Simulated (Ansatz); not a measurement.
**CsLi₂: start and end of a relaxation**

The cell of CsLi₂ is invented: LuSi2 type (P6/mmm) distorted into a subgroup (P3m1, No. 156) (largest shift (Å) 0.21). Its size is a rough estimate.

start.cif

```cif
data_structure
_symmetry_space_group_name_H-M 'P 1'
_symmetry_Int_Tables_number 1
_cell_length_a 4.1015
_cell_length_b 4.1015
_cell_length_c 4.6883
_cell_angle_alpha 90.000
_cell_angle_beta 90.000
_cell_angle_gamma 120.000
_cell_volume 68.30
loop_
_atom_site_label
_atom_site_type_symbol
_atom_site_fract_x
_atom_site_fract_y
_atom_site_fract_z
_atom_site_occupancy
Cs1 Cs 0.00000 0.00000 0.04650 1
Li1 Li 0.33333 0.66667 0.49297 1
Li2 Li 0.66667 0.33333 0.46053 1
```

These are results of DFT PBE, scalar-relativistic, plane waves, PAW in Ansatz, not measurements. Cutoff 420 eV, Gaussian smearing, Γ-centred meshes. Cell and atoms relax first on a coarse mesh and then on a finer one. In between, the cell is made exact in the group found at 0.06 Å. In metals the finer mesh still leaves noise of several meV/atom or more. The steps can't lower the symmetry of their start. No spin polarisation.

end.cif

```cif
data_structure
_symmetry_space_group_name_H-M 'P 1'
_symmetry_Int_Tables_number 1
_cell_length_a 5.3975
_cell_length_b 5.3975
_cell_length_c 6.0329
_cell_angle_alpha 90.000
_cell_angle_beta 90.000
_cell_angle_gamma 120.000
_cell_volume 152.21
loop_
_atom_site_label
_atom_site_type_symbol
_atom_site_fract_x
_atom_site_fract_y
_atom_site_fract_z
_atom_site_occupancy
Cs1 Cs 0.00000 0.00000 0.00000 1
Li1 Li 0.33333 0.66667 0.50000 1
Li2 Li 0.66667 0.33333 0.50000 1
```

The symmetry goes from P3m1 (No. 156) to P6/mmm (No. 191). The end has the AlB2 type. The volume per atom grows by 122.8 %, from 22.8 to 50.7 Å³. The shortest distance goes from 2.37 Å (Li–Li) to 3.12 Å (Li–Li). The energy falls by about 0.72 eV/atom (the start's value is from the coarse mesh).

```json
{"Volume per atom": "50.74 Å³", "Density": "1.60 g/cm³", "Formation energy": "+0.23 eV/atom", "Gap on the 12×12×8 mesh of the 3-atom cell": "0 eV (a metal)"}
```

Formation energies are uncorrected and refer to the elements' standard structures at the same level. A positive value: parting into the elements would lower its energy.

The last run used Gaussian smearing of 0.10 eV. A later test with randomly moved atoms came back to the same energy, though modes that don't fit the test's cell weren't probed. In all, the 3 runs took 3.3 min on 1 thread of Intel(R) Xeon(R) Processor @ 2.50GHz (Skylake/Cascade Lake), on a shared host.
